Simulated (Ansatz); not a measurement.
The relaxed structure here is a generated cell of MnSi: the first start was made by placing the elements on the sites of a structure type, and the end was not matched to a known phase here, so it may be hypothetical. Known forms of MnSi include space group No. 198.

A relaxed structure of MnSi. Space group I4₁md (No. 109). Computed with PBE (plane waves to 420 eV, PAW, scalar-relativistic; Ansatz, a quantum-chemistry and plane-wave program).

Space group I4₁md (No. 109); a = 3.0861 Å, b = 3.0861 Å, c = 10.3849 Å, α = 90.00°, β = 90.00°, γ = 90.00°

```tsv
atom	site	symmetry	x	y	z
Mn	4a	2mm.	0.0000	0.0000	0.7483
Si	4a	2mm.	0.0000	0.0000	0.1677
```
(The calculation used a cell of 4 atoms; values per cell refer to that cell.)

Task: Predict the magnetic moment from PBE.

Result: Net 0.44 μB/atom, ferromagnetic.

Spin state reached: ferromagnetic (net 0.44 μB/atom), from parallel starting moments; other spin orders were not run from this start.

The run could not lower the symmetry of its start; a shaken copy of this end point relaxes with PBE to Imm2 (No. 44), 0.02 eV/atom lower.
